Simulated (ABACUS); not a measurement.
Worked example: self-consistent single point of CdSe (F-43m, 2 atoms in the cell; from Materials Project mp-2691, changed as shown) in ABACUS.

Computed with PBE, PseudoDojo 0.5 standard norm-conserving PBE (tails mended) pseudopotentials (plane waves; ABACUS).

The change in words: volume scaled by 0.94. Reference geometry (F-43m):
```
CELL_PARAMETERS angstrom
      0.00000     3.07027     3.07027
      3.07027     0.00000     3.07027
      3.07027     3.07027     0.00000
ATOMIC_POSITIONS crystal
  Cd 0.00000 0.00000 0.00000
  Se 0.75000 0.75000 0.75000
```

Reference input (self-consistent single point, DFT, PBE, plane waves, PseudoDojo 0.5 standard norm-conserving PBE (tails mended) pseudopotentials): KPT = Gamma 8 8 8 0 0 0; basis_type = pw; dft_functional = PBE; ecutwfc = 102 Ry; smearing_method = fd; smearing_sigma = 0.00146997 Ry; potentials = PseudoDojo 0.5 standard norm-conserving PBE (tails mended); symmetry = 1; symmetry_prec = 1e-05; ks_solver = cg; scf_nmax = 100; scf_thr = 1.0e-09 Ry. This run's input differs from it in these lines:

```diff
@@ -25,8 +25,8 @@
 LATTICE_CONSTANT
-8.205224
+8.037724
 
 LATTICE_VECTORS
-   0.0000000000    0.7071067686    0.7071067686
-   0.7071067686    0.0000000000    0.7071067686
-   0.7071067686    0.7071067686    0.0000000000
+   0.0000000000    0.7071067573    0.7071067573
+   0.7071067573    0.0000000000    0.7071067573
+   0.7071067573    0.7071067573    0.0000000000
```

Output (repeated stretches shortened):

```
 SELF-CONSISTENT
 -------------------------------------------
                                 init_chg = atomic

 PW ALGORITHM --------------- ION=   1  ELEC=   1--------------------------------
 Notice: Threshold on eigenvalues was too large.

 Density error is 0.0826271239168
                          Error Threshold = 0.000298418096842
 E_KohnSham     -593.1982588069      -8070.8763634526
 E_Fermi        0.5960718401         8.1099734421

 PW ALGORITHM --------------- ION=   1  ELEC=   2--------------------------------

 Density error is 0.0143999988681
                          Error Threshold = 0.000229519788658
   [... lines left out ...]

 Density error is 5.35258733056e-09
                          Error Threshold = 1.67951942795e-10
 E_KohnSham     -593.2273962078      -8071.2727981295
 E_Fermi        0.6336047377         8.6206347123

 PW ALGORITHM --------------- ION=   1  ELEC=  14--------------------------------

 Density error is 1.90063259425e-10
                          Error Threshold = 1.48682981404e-11
 E_KohnSham     -593.2273962102      -8071.2727981625
 E_KS(sigma->0) -593.2273962102      -8071.2727981624
 E_entropy(-TS) -0.0000000000        -0.0000000002
 E_Fermi        0.6336130911         8.6207483660
 charge density convergence is achieved
 final etot is -8071.2727982 eV
 EFERMI = 8.620748366 eV

 STATE ENERGY(eV) AND OCCUPATIONS    NSPIN == 1
   [... 25 lines left out ...]

 TOTAL-FORCE (eV/Angstrom)
                       Cd1         0.0000000000         0.0000000000         0.0000000000
                       Se1         0.0000000000         0.0000000000         0.0000000000

 TOTAL-STRESS (KBAR)
        49.0380695658         0.0000000000         0.0000000000
         0.0000000000        49.0380695658        -0.0000000000
         0.0000000000        -0.0000000000        49.0380695658
 TOTAL-PRESSURE: 49.038070 KBAR

 --------------------------------------------
 !FINAL_ETOT_IS -8071.2727981624811946 eV
 --------------------------------------------
```

The run converged in 14 iterations. Against the reference run the free energy goes up by 32.9 meV/atom, the pressure goes from 1.29 to 4.90 GPa and the gap on the mesh goes from 0.549 to 0.676 eV.

The structure comes from a collection of computed structures, made at another level of theory; the collection holds predicted forms beside known ones.

Cost on one core: about 2.9 core-minutes (a rough figure).

“Tails mended”: in these copies of the files the far tail of each local potential was reset to the Coulomb form.
